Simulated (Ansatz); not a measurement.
Given:

LuSb:
```yaml
crystal:
  lattice:
    - [0.00000, 3.03680, 3.03680]
    - [3.03680, 0.00000, 3.03680]
    - [3.03680, 3.03680, 0.00000]
  atoms:
    - { symbol: Lu, position: [0.00000, 0.00000, 0.00000] }
    - { symbol: Sb, position: [0.50000, 0.50000, 0.50000] }
```

This is the r²SCAN-relaxed structure.

Task: All from plane-wave PAW r²SCAN (Ansatz code), unless another level is named. Estimate the formation energy from the elements (no fitted shifts).

Result: -1.22 eV/atom.

Task: Predict the density of states at the Fermi level.

Result: 0.11 states/eV per atom (mean over ±0.08 eV).

Task: And the Z2 indices of the occupied bands with spin–orbit coupling?

Result: 0;(000).

Task: And the gap with spin–orbit coupling?

Result: none (metallic).

Space group Fm-3m (rock salt). The workflow started from a Materials Project entry (that database holds measured and hypothetical structures alike); the Crystallography Open Database copy checked does not list it. Whether it is the stable phase at ambient conditions was not checked. The cell was relaxed with r²SCAN under the symmetry of its start; of distortions, only those at the zone centre were tested. The references are the lowest solids computed at this level, not always the standard phases. Spin–orbit coupling is left out wherever it is not named.

Potentials: the later of the program's two PAW sets.
